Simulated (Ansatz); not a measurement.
TaC (zinc blende, F-43m), DFT-PBE in the program Ansatz with PAW potentials, all energies at zero smearing, with the estimated change up to a 700 eV cutoff added, with one set of potentials and settings (totals compare only within such a set). Cell of 2 atoms (1 Ta, 1 C): -10184.330 eV.

```
element                reference phase  E (eV/atom)
-------  -----------------------------  -----------
Ta          Im-3m, 1 atoms in the cell   -9933.2341
C        P6_3/mmc, 4 atoms in the cell    -250.9463
```

Formation energy per atom, worked out: (-10184.330 − 1×(-9933.2341) − 1×(-250.9463))/2 = -0.075 eV/atom (-7 kJ per mol of atoms), at 0 K, without zero-point energy or fitted corrections.

The start of the workflow was typed in or built on a structure type; neither database checked (COD, Materials Project) lists it. It is not the phase usual at ambient conditions (space group No. 225). The PBE relaxation kept the symmetry of its start; whether a distortion lowers the energy is not shown. No spin polarisation was allowed. The references are the lowest solids computed at this level, not always the standard phases. Scalar-relativistic: spin–orbit coupling is off unless named, which matters more the heavier the elements.

Potentials: the earlier of the program's two PAW sets.
